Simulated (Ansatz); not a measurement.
Consider the following.

MgS:
```yaml
crystal:
  lattice:
    - [0.00000, 2.56472, 2.56472]
    - [2.56472, 0.00000, 2.56472]
    - [2.56472, 2.56472, 0.00000]
  atoms:
    - { symbol: Mg, position: [0.00000, 0.00000, 0.00000] }
    - { symbol: S, position: [0.50000, 0.50000, 0.50000] }
```

This is the LDA-relaxed structure.

Question: All from DFT-LDA in the program Ansatz with PAW potentials, unless another level is named. Predict the Debye temperature from the elastic constants.

Answer: 588 K.

Question: What about the highest zone-centre frequency (without LO–TO term)?

Answer: 252 cm⁻¹.

Question: Give the elastic constants (relaxed ions, GPa).

Answer: C11 = 164, C12 = 43.0, C44 = 56.9.

Question: And the vibrational entropy at 300 K?

Answer: 25.0 J/(K·mol of atoms).

Space group Fm-3m (rock salt). The cell was relaxed with LDA under the symmetry of its start.

Potentials: the earlier of the program's two PAW sets. The files were generated under PBE; for other functionals the program regenerates the frozen cores, and for LDA and PBEsol the local potential too.
